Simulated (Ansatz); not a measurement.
## BN (h-BN type, space group P6_3/mmc), map of one atom of the cell

Relaxed BN (h-BN type, space group P6_3/mmc):

```xyz
4
Lattice="2.5058 0.0000 0.0000 -1.2529 2.1701 0.0000 0.0000 0.0000 6.6162" Properties=species:S:1:pos:R:3 pbc="T T T"
B      0.0000     1.4467     1.6541
B      1.2529     0.7234     4.9622
N      0.0000     1.4467     4.9622
N      1.2529     0.7234     1.6541
```

In this cell atom 1 (B, nearest neighbour N at 1.447 Å; its periodic images, 2.5 Å or more away, move with it) is moved by u·(1.000, 0.000, 0.000) + v·(0.000, 0.000, 1.000); the rest is frozen.

Method: PBE-D3(BJ) (plane waves to 420 eV, PAW, scalar-relativistic; Ansatz, a first-principles code). k mesh 12×12×4 (Γ-centred), Fermi-Dirac smearing 0.05 eV. Energies are smeared free energies. Points where atoms come too close for the PAW data are left out (x in tables, blank in figures). Fu and Fv are the components of the force on the atom. BN was relaxed with its symmetry unable to fall. The PAW data are Ansatz's earlier set. ΔE is measured from the undisplaced structure. Axes are in Å.

ΔE (eV/cell), with u across and v down:

```
v \ u   -0.480  -0.240  0.000  0.240  0.480
------  ------  ------  -----  -----  -----
-0.480       x   2.292  1.572  2.292      x
-0.240       x   1.454  0.387  1.454      x
0.000        x   1.213  0.000  1.213      x
0.240        x   1.454  0.387  1.454      x
0.480        x   2.292  1.572  2.292      x
```

Fv (eV/Å), with u across and v down:

| v \ u | -0.480 | -0.240 | 0.000 | 0.240 | 0.480 |
|---|---|---|---|---|---|
| -0.480 | x | 5.02 | 6.64 | 5.02 | x |
| -0.240 | x | 2.10 | 3.25 | 2.10 | x |
| 0.000 | x | 0.00 | 0.00 | 0.00 | x |
| 0.240 | x | -2.10 | -3.25 | -2.10 | x |
| 0.480 | x | -5.02 | -6.64 | -5.02 | x |

Read from the data:

- Lowest place on the grid: u = 0.000 Å, v = 0.000 Å (0 meV/cell)

(For displaced atoms, the force is minus the slope of the energy, and its curvature is a force constant, which sets phonon frequencies.)
